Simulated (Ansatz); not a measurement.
MnPt:
```
MnPt
1.0
    3.89273     0.00000     0.00000
    0.00000     3.89273     0.00000
    0.00000     0.00000     3.68287
Mn Pt
2 2
Direct
  0.00000   0.00000   0.00000
  0.50000   0.50000   0.00000
  0.50000   0.00000   0.50000
  0.00000   0.50000   0.50000
```
Starting moments (μB, in the order of the atoms Mn Mn Pt Pt): 3.7 -3.7 0.0 0.0.

Relaxed with PBEsol. Special points in fractions of this cell's reciprocal vectors: Γ (0.000, 0.000, 0.000); X (0.000, 0.500, 0.000); M (0.500, 0.500, 0.000); Z (0.000, 0.000, 0.500); R (0.000, 0.500, 0.500); A (0.500, 0.500, 0.500).

Question: List the band energies nearest the Fermi level at these points for DFT-PBEsol in the program Ansatz with PAW potentials.

Answer: In eV from the Fermi level; about four levels below and three above (degenerate sets whole), none deeper than 8.9 eV; points with the same levels are listed once.

```csv
k,below,above
Γ ↑,-1.67 -0.78 -0.47 -0.47,0.09 0.98 0.98
X ↑,-2.38 -2.36 -1.57 -0.47,0.20 0.21 0.60
M ↑,-2.77 -2.15 -2.14 -2.03,0.18 0.18 0.55
Z ↑,-2.21 -1.33 -0.19 -0.19,0.09 0.26 0.87
R ↑,-2.66 -2.10 -2.10 -2.03,0.46 0.59 0.61
A ↑,-0.80 -0.72 -0.72 -0.68,1.05 1.05 1.09
```

Space group P4/mmm (L1₀ or tetragonal B2). The start of the workflow was typed in or built on a structure type; the Crystallography Open Database files this formula in space group No. 123, but the cells were not matched. Its standing as an ambient phase is unchecked. Symmetry was held in the PBEsol relaxation, as lowered by the spin order; its stability against distortions is not shown here. Magnetic state: antiferromagnetic, chosen from 5 collinear starts compared on coarse meshes (ties went to the first, and starts can fall back to one state), not a proven ground state. Point labels and valley counts follow the cell and symmetry of the run, lower than the named group. Scalar-relativistic: spin–orbit coupling is off unless named, which matters more the heavier the elements.

Potentials: the later of the program's two PAW sets.
